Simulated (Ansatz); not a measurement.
An Ansatz (a quantum-chemistry and plane-wave program) run. Input:

Ansatz 0.2 input:
```yaml
crystal:
  lattice:
    - [-2.0328694842, 2.0328694842, 2.0328694842]
    - [2.0328694842, -2.0328694842, 2.0328694842]
    - [2.0328694842, 2.0328694842, -2.0328694842]
  atoms:
    - { symbol: Y, position: [0.0, 0.0, 0.0] }
kpoints:
  mp_grid: { grid: [10, 10, 10] }
  band_path:
    path:
      - [[0.0, 0.0, 0.0], [0.5, -0.5, 0.5], [0.0, 0.0, 0.5], [0.0, 0.0, 0.0], [0.25, 0.25, 0.25], [0.5, -0.5, 0.5]]  # Γ-H-N-Γ-P-H
      - [[0.25, 0.25, 0.25], [0.0, 0.0, 0.5]]  # P-N
    npoints: 12
hamiltonian:
  xc: r2scan
  pseudopotentials: { azcp: { folder: ./paw }, kind: paw_fr }
magnetization: { noncollinear: true, spin_orbit: true }
scf:
  n_extra_bands: 13
  convergence: { dr2_threshold: 0.0000000001 }
  occupations: { method: gaussian, width: 0.05 }
output: { eigenvalues: true }
```

Output (shortened):

```
Pseudopotential: Y, paw, valence charge 11
Functional definition: r2SCAN
non-collinear run that drives no moment, with spin-orbit …
Crystal: 1 atoms, lattice volume = 33.604 Å³
Basis set: ecut = 500 eV, 887 PW (Γ), exchange–correlation on 108×108×108 points (64 copies of the dense FFT grid, shifted against one another)
Bands: 24, of which v1, the nominal top of the filled ones, is band 11 counted from 1 (10 counted from 0)
Symmetry: 48 space group operations + 48 with time reversal
k-points: 47 of 1000
Projection manifold: j_resolved (fully-relativistic pseudo-atomic orbitals)
iter 1 solved again at ethr=1.56e-3 eV; its pass at ethr=3.10e-3 eV (dr2=1.72e-1 eV) is discarded
SCF iter   1: F=—  HF=-3854.901037 eV  |F-HF|=—  |Δ(HF+E_count)|=         —  Δρ=1.88e-2  dr2=1.71e-1  dr2_τ=5.24e-4  dr2_m=0.00e0 (ungated)  ethr=1.56e-3  |M|=0.00e0 ∫|m|=0.00e0 μB  |m|>n=0.0e0 m-floor=0.0e0 τ_xc=0.0e0  β_m=0.30  ⟨swp⟩=1.8  Hψ=3857  notcnv=0
preconditioner: auto → none
SCF iter   2: F=—  HF=-3854.947006 eV  |F-HF|=—  |Δ(HF+E_count)|=   4.60e-2  Δρ=1.26e-2  dr2=6.81e-2  dr2_τ=3.15e-4  dr2_m=0.00e0 (ungated)  ethr=1.56e-3  |M|=0.00e0 ∫|m|=0.00e0 μB  |m|>n=0.0e0 m-floor=0.0e0 τ_xc=0.0e0  β_m=0.54  ⟨swp⟩=2.4  Hψ=933  notcnv=0
SCF iter   3: F=—  HF=-3854.946396 eV  |F-HF|=—  |Δ(HF+E_count)|=   6.11e-4  Δρ=2.11e-3  dr2=8.63e-4  dr2_τ=8.58e-5  dr2_m=0.00e0 (ungated)  ethr=6.19e-4  |M|=0.00e0 ∫|m|=0.00e0 μB  |m|>n=0.0e0 m-floor=0.0e0 τ_xc=0.0e0  β_m=0.63  ⟨swp⟩=3.1  Hψ=1090  notcnv=0
SCF iter   4: F=—  HF=-3854.946923 eV  |F-HF|=—  |Δ(HF+E_count)|=   5.27e-4  Δρ=6.40e-4  dr2=1.14e-4  dr2_τ=8.29e-7  dr2_m=0.00e0 (ungated)  ethr=7.85e-6  |M|=0.00e0 ∫|m|=0.00e0 μB  |m|>n=0.0e0 m-floor=0.0e0 τ_xc=0.0e0  β_m=0.69  ⟨swp⟩=2.9  Hψ=828  notcnv=0
SCF iter   5: F=—  HF=-3854.946982 eV  |F-HF|=—  |Δ(HF+E_count)|=   5.89e-5  Δρ=4.68e-5  dr2=2.66e-7  dr2_τ=1.42e-8  dr2_m=0.00e0 (ungated)  ethr=1.03e-6  |M|=0.00e0 ∫|m|=0.00e0 μB  |m|>n=0.0e0 m-floor=0.0e0 τ_xc=0.0e0  β_m=0.85  ⟨swp⟩=2.1  Hψ=775  notcnv=0
SCF iter   6: F=—  HF=-3854.946982 eV  |F-HF|=—  |Δ(HF+E_count)|=   5.26e-7  Δρ=4.07e-6  dr2=3.87e-9  dr2_τ=9.39e-10  dr2_m=0.00e0 (ungated)  ethr=2.42e-9  |M|=0.00e0 ∫|m|=0.00e0 μB  |m|>n=0.0e0 m-floor=0.0e0 τ_xc=0.0e0  β_m=0.81  ⟨swp⟩=2.0  Hψ=826  notcnv=0
SCF iter   7: F=—  HF=-3854.946983 eV  |F-HF|=—  |Δ(HF+E_count)|=   3.36e-8  Δρ=1.85e-6  dr2=8.24e-10  dr2_τ=2.61e-11  dr2_m=0.00e0 (ungated)  ethr=3.52e-11  |M|=0.00e0 ∫|m|=0.00e0 μB  |m|>n=0.0e0 m-floor=0.0e0 τ_xc=0.0e0  β_m=0.91  ⟨swp⟩=2.0  Hψ=829  notcnv=0…
SCF iter   8: F=-3854.946983 eV  HF=-3854.946983 eV  |F-HF|=2.82e-11  |Δ(HF+E_count)|=   1.35e-9  Δρ=1.39e-7  dr2=2.56e-12  dr2_τ=5.33e-13  dr2_m=0.00e0 (ungated)  ethr=1.00e-12  |M|=0.00e0 ∫|m|=0.00e0 μB  |m|>n=0.0e0 m-floor=0.0e0 τ_xc=0.0e0  ⟨swp⟩=1.0  Hψ=1591  notcnv=0
SCF 1 converged in 8 iterations: F = -3854.946983 eV  dr2 = 2.56e-12
NSCF: frozen V_eff on 74 k-points
SCF converged after 8 iterations
Magnetization: |M| = 0.0000 μB,  M = (+0.0000, +0.0000, +0.0000) μB
Absolute magnetization: 0.0000 μB (∫|m|)
  site 0: m = (+0.0000, +0.0000, +0.0000) μB, |m| = 0.0000 μB  (R = 1.45 Å)
Free energy (F): -3854.946983 eV
Harris-Foulkes:  -3854.946983 eV  (|F-HF|=2.82e-11)
Internal energy: -3854.945394 eV  (E = F + TS)
E sigma→0 (E₀):  -3854.946188 eV
Entropy (-TS):   -0.001589 eV (-1.589 meV/atom)
Fermi energy:    9.326048 eV
--- Per-component energies (eV) ---
  E_band       = -133.266577
  E_kinetic    = 314.293186
  E_local      = -607.648979  (includes V_loc(G=0)·N_el)
  E_nonlocal   = 26.422617
  E_hartree    = 191.749218
  E_xc         = -172.854902
  E_vxc        = -228.603650  (∫ρ·V_xc dr)
  E_paw        = -2826.962560  (= ΣΔE_a)
  E_vpaw       = -33.694114  (= ΣTr[D̂ρ^β])
  E_aug_tail   = 0.000005  (compensation charges beyond the density's cutoff)
  E_vtau       = 12.465928  (kinetic-family band-sum trace: ∫τ·v_τ [+ j·A + Jᵃ·Aᵃ] dr)
  E_ewald      = -779.789886
  E_core_change = -0.154094  (= ΣΔE_core)
  E_smearing   = -0.001589  (= −TS)
  E_closure    = 0.000000  (closes the sum)
  Σ components = -3854.946983   (vs F -3854.946983, Δ=0.00e0)
  [band-id]    e_kinetic+e_local+e_nonlocal+2·e_hartree+e_vxc+e_vpaw+e_augmentation_tail+e_vtau = -133.266570   (vs E_band -133.266577, Δ=7.02e-6)
--- Band table (eV; the first three rows and the last of 47) ---
  k-point 0: bands = ["-35.1493", "-35.1493", "-15.2062", "-15.2062", "-13.7412", "-13.7412", "-13.7412", "-13.7412", "4.2857", "4.2857", "11.2255", "11.2255", "11.2255", "11.2255", "11.2866", "11.2866", "13.0517", "13.0517", "13.0517", "13.0517", "19.9207", …
  k-point 1: bands = ["-35.1431", "-35.1431", "-15.2269", "-15.2269", "-13.7819", "-13.7819", "-13.7491", "-13.7491", "4.5480", "4.5480", "11.0448", "11.0448", "11.1250", "11.1250", "11.4981", "11.4981", "12.7913", "12.7913", "13.0480", "13.0480", "20.1442", …
  k-point 2: bands = ["-35.1269", "-35.1269", "-15.2833", "-15.2833", "-13.8841", "-13.8841", "-13.7691", "-13.7691", "5.2736", "5.2736", "10.5891", "10.5891", "10.5944", "10.5944", "12.2211", "12.2211", "12.6536", "12.6536", "13.0885", "13.0885", "20.2242", …
  k-point 46: bands = ["-35.0378", "-35.0378", "-15.5285", "-15.5285", "-14.1199", "-14.1199", "-14.1199", "-14.1199", "7.7649", "7.7649", "7.7649", "7.7649", "14.7155", "14.7155", "14.7693", "14.7693", "14.7693", "14.7693", "14.8632", "14.8632", "15.0431", …
```

Cost: very roughly 20 core-seconds on shared cores.

Space group Im-3m (bcc (W type)). The start of the workflow was typed in or built on a structure type; neither database checked (COD, Materials Project) lists it. It is not the phase usual at ambient conditions (space group No. 194). The r²SCAN relaxation kept the symmetry of its start; its stability against distortions is not shown here. The run is not spin-polarised.

Potentials: the earlier of the program's two PAW sets.

Ansatz is a plane-wave DFT program.
